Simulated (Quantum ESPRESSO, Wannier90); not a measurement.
**Tight-binding from DFT: SiC (zinc blende)**

```
begin unit_cell_cart
ang
    0.0000000000    2.1769950000    2.1769950000
    2.1769950000    0.0000000000    2.1769950000
    2.1769950000    2.1769950000    0.0000000000
end unit_cell_cart
begin atoms_frac
Si  -0.2500000000 -0.2500000000 -0.2500000000
C    0.0000000000  0.0000000000  0.0000000000
end atoms_frac
```

Cell from Materials Project (mp-8062), symmetrised, no further relaxation. COD (Crystallography Open Database) has the formula in 5 space groups, this one among them (matched by group alone). Method: PBEsol plane waves in Quantum ESPRESSO 7.5 (PseudoDojo norm-conserving files, 66 Ry, no spin polarisation, no spin-orbit coupling), Bloch states on a 12×12×12 mesh through Γ, Wannier90 4.0.1. Density: 12×12×12 mesh, cold smearing 0.01 Ry.

Band 1 is isolated and gives one Wannier function a cell (C2 2s 44 %, Si1 3p 30 %, Si1 3s 18 %; spread 2.05 Å²). Its on-site energy is ε = -12.128 eV relative to the valence-band maximum, and its hoppings t(R) = t(−R) to the nearer images are (images within this range that aren't listed have |t| under 5 meV):

```json
[
 {"R (lattice vectors; −R alike)": "0 0 1", "distance (Å)": "3.08", "t (eV)": "-0.369"},
 {"R (lattice vectors; −R alike)": "0 1 -1", "distance (Å)": "3.08", "t (eV)": "-0.369"},
 {"R (lattice vectors; −R alike)": "0 1 0", "distance (Å)": "3.08", "t (eV)": "-0.369"},
 {"R (lattice vectors; −R alike)": "1 -1 0", "distance (Å)": "3.08", "t (eV)": "-0.369"},
 {"R (lattice vectors; −R alike)": "1 0 -1", "distance (Å)": "3.08", "t (eV)": "-0.369"},
 {"R (lattice vectors; −R alike)": "1 0 0", "distance (Å)": "3.08", "t (eV)": "-0.369"},
 {"R (lattice vectors; −R alike)": "1 -1 -1", "distance (Å)": "4.35", "t (eV)": "0.028"},
 {"R (lattice vectors; −R alike)": "1 -1 1", "distance (Å)": "4.35", "t (eV)": "0.028"},
 {"R (lattice vectors; −R alike)": "1 1 -1", "distance (Å)": "4.35", "t (eV)": "0.028"},
 {"R (lattice vectors; −R alike)": "0 1 -2", "distance (Å)": "5.33", "t (eV)": "0.048"},
 {"R (lattice vectors; −R alike)": "0 1 1", "distance (Å)": "5.33", "t (eV)": "0.048"},
 {"R (lattice vectors; −R alike)": "0 2 -1", "distance (Å)": "5.33", "t (eV)": "0.048"},
 {"R (lattice vectors; −R alike)": "1 -2 0", "distance (Å)": "5.33", "t (eV)": "0.048"},
 {"R (lattice vectors; −R alike)": "1 -2 1", "distance (Å)": "5.33", "t (eV)": "0.048"},
 {"R (lattice vectors; −R alike)": "1 0 -2", "distance (Å)": "5.33", "t (eV)": "0.048"},
 {"R (lattice vectors; −R alike)": "1 0 1", "distance (Å)": "5.33", "t (eV)": "0.048"},
 {"R (lattice vectors; −R alike)": "1 1 -2", "distance (Å)": "5.33", "t (eV)": "0.048"},
 {"R (lattice vectors; −R alike)": "1 1 0", "distance (Å)": "5.33", "t (eV)": "0.048"},
 {"R (lattice vectors; −R alike)": "2 -1 -1", "distance (Å)": "5.33", "t (eV)": "0.048"},
 {"R (lattice vectors; −R alike)": "2 -1 0", "distance (Å)": "5.33", "t (eV)": "0.048"},
 {"R (lattice vectors; −R alike)": "2 0 -1", "distance (Å)": "5.33", "t (eV)": "0.048"}
]
```

Q: Work out the band energy at Γ, X, U, K from these numbers.

A: For one orbital E(k) = ε + Σ_R 2 t(R) cos(2π k·R), the sum over the listed R.
- Γ, k = (0.000, 0.000, 0.000): E = -12.128 + (-0.369)·(12.00) + (0.028)·(6.00) + (0.048)·(24.00) = -15.24 eV; pw.x: -15.46 eV
- X, k = (-0.500, -0.500, 0.000): E = -12.128 + (-0.369)·(-4.00) + (0.028)·(6.00) + (0.048)·(-8.00) = -10.87 eV; pw.x: -10.38 eV
- U, k = (-0.375, -0.375, 0.250): E = -12.128 + (-0.369)·(-3.66) + (0.028)·(2.00) + (0.048)·(4.00) = -10.53 eV; pw.x: -10.38 eV
- K, k = (-0.375, 0.000, 0.375): E = -12.128 + (-0.369)·(-3.66) + (0.028)·(2.00) + (0.048)·(4.00) = -10.53 eV; pw.x: -10.38 eV

At these points the listed shells miss the plane-wave band by up to 0.49 eV, of a width of 5.32 eV on the path. With all its hoppings the model misses the band by 4.6 meV at worst on the whole path, so most of the miss comes from the hoppings not listed.
